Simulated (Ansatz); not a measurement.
Calculated with Ansatz: Au2SeO2, single run

Input:

```yaml
crystal:
  lattice:
    - [3.559389, 0.0, 0.0]
    - [-1.779694, 3.082523, 0.0]
    - [0.0, 0.0, 6.329367]
  atoms:
    - { symbol: O, position: [0.3333, 0.6667, 0.62] }
    - { symbol: O, position: [0.6667, 0.3333, 0.38] }
    - { symbol: Au, position: [0.3333, 0.6667, 0.29] }
    - { symbol: Au, position: [0.6667, 0.3333, 0.71] }
    - { symbol: Se, position: [0.0, 0.0, 0.0] }
  symmetry: { tolerance: 0.0003 }
kpoints:
  mp_grid: { grid: [6, 6, 3], shift: [0, 0, 0] }
magnetization:
  spin_polarized: false
scf:
  occupations: { method: fermi_dirac, width: 0.1385 }
  initial_density: { chi_scale: 0.3 }
hamiltonian:
  pseudopotentials: { kind: paw }
  xc: r2scan
basis:
  ecutwfc: 500
output:
  forces: true
  stress: true
  eigenvalues: true
  write_density: true
  write_potential: true
  elf: true
  volumetric_format: npy
```

The command:

```bash
ansatz run input.yaml --threads 1 --pin off --max-ram 2560MiB --backend cpu --events-out ev --progress --plain --runs-dir out
```

Origin of the cell: a known structure type with other elements, at an estimated volume, so it need not be a known compound.

Output (shortened):

```
Warning: the atoms were moved onto the symmetric positions of the space group found under crystal.symmetry.tolerance 3.0e-4 (fractional; no operation is sought that the atoms, as they stand i […]
Pseudopotentials: kind: paw
Pseudopotential: O, paw, valence charge 6, recommended cutoff 500 eV (meta_gga), O.paw.azcp
Pseudopotential: Au, paw, valence charge 19, recommended cutoff 500 eV (meta_gga), Au.paw.azcp
Pseudopotential: Se, paw, valence charge 16, recommended cutoff 500 eV (meta_gga), Se.paw.azcp
Functional definition: r2SCAN
  exchange = r2scan_x(k0 = k0, k1 = k1, a1 = a1)
  correlation = r2scan_c
Crystal: 5 atoms, lattice volume = 69.445 Å³
Basis set: ecut = 500 eV, 1775 PW (Γ), exchange–correlation on 108×108×192 points (64 copies of the dense FFT grid, shifted against one another)
Bands: 40, of which v1, the nominal top of the filled ones, is band 33 counted from 1 (32 counted from 0)
[… 12 lines left out …]
Initial density: superposition of atomic densities (chi_scale 0.3, normalization cell, long waves kept whole (reshape's long-wave potential 1.75 eV rms))
Functional: x = r2scan, c = r2scan; τ floored in thin density (d = 2e-4 eV/Å³)
SCF iter   1: F=—  HF=-32964.014509 eV  Δρ=3.42e-1  dr2=2.04e2  dr2_τ=4.01e0
SCF iter   2: F=—  HF=-32935.643710 eV  Δρ=1.26e-1  dr2=1.09e1  dr2_τ=2.97e0
SCF iter   3: F=—  HF=-32936.293886 eV  Δρ=6.42e-2  dr2=6.75e0  dr2_τ=4.79e-1  defer=11
SCF iter   4: F=—  HF=-32934.700414 eV  Δρ=1.55e-2  dr2=2.77e-1  dr2_τ=1.26e-2  defer=10
SCF iter   5: F=—  HF=-32934.676079 eV  Δρ=5.19e-3  dr2=1.75e-2  dr2_τ=2.87e-3  defer=10
SCF iter   6: F=—  HF=-32934.674252 eV  Δρ=1.41e-3  dr2=1.63e-3  dr2_τ=6.60e-5  defer=10
SCF iter   7: F=—  HF=-32934.673879 eV  Δρ=5.63e-4  dr2=3.94e-4  dr2_τ=8.25e-6  defer=10
SCF iter   8: F=—  HF=-32934.673797 eV  Δρ=9.01e-5  dr2=5.24e-6  dr2_τ=3.55e-7  defer=10
SCF iter   9: F=—  HF=-32934.673809 eV  Δρ=2.67e-5  dr2=5.17e-7  dr2_τ=6.33e-8  defer=10
SCF iter  10: F=-32934.673809 eV  HF=-32934.673809 eV  Δρ=5.05e-6  dr2=6.84e-9  dr2_τ=1.33e-9
SCF 1 converged in 10 iterations: F = -32934.673809 eV  dr2 = 6.84e-9
SCF converged after 10 iterations
Free energy (F): -32934.673809 eV
Harris-Foulkes:  -32934.673809 eV  (|F-HF|=1.16e-8)
Internal energy: -32934.488917 eV  (E = F + TS)
E sigma→0 (E₀):  -32934.581363 eV
Entropy (-TS):   -0.184892 eV (-36.978 meV/atom)
Fermi energy:    14.688000 eV
--- Per-component energies (eV) ---
  E_band       = -921.007411
  E_kinetic    = 1677.987050
  E_local      = -6609.010127  (includes V_loc(G=0)·N_el)
  E_nonlocal   = -344.190621
  E_hartree    = 2918.519325
  E_xc         = -679.042565
  E_vxc        = -927.311690  (∫ρ·V_xc dr)
  E_paw        = -21706.089793  (= ΣΔE_a)
  E_vpaw       = -615.488217  (= ΣTr[D̂ρ^β])
  E_aug_tail   = 0.003360  (compensation charges beyond the density's cutoff)
  E_vtau       = 59.963451  (kinetic-family band-sum trace: ∫τ·v_τ [+ j·A + Jᵃ·Aᵃ] dr)
  E_ewald      = -8190.484245
  E_core_change = -2.181300  (= ΣΔE_core)
  E_smearing   = -0.184892  (= −TS)
  Σ components = -32934.673809   (vs F -32934.673809, Δ=0.00e0)
--- Forces (eV/Å), atoms counted from 1 ---
  atom   1  O      0.000000     0.000000     0.939468
  atom   2  O     -0.000000    -0.000000    -0.939468
  atom   3  Au     0.000000    -0.000000    -3.653185
  atom   4  Au    -0.000000     0.000000     3.653185
  atom   5  Se     0.000000     0.000000     0.000000
  max |Σ_I F_I| component: 4.63e-18 eV/Å
--- Stress (GPa, compression-positive) ---
       18.083823       0.000000      -0.000000
       -0.000000      18.083823       0.000000
       -0.000000      -0.000000      16.025925
  P = ⅓ Tr σ = 17.3979 GPa (173.979 kbar)
```

Caveats: no spin, though holes on the anions or broken bonds may carry moments; no spin-orbit coupling, though heavy elements are present; the k mesh is coarse if the cell is a metal.

Time: 12 s of wall time on 1 CPU thread(s) of a shared host, from the program's own first density.
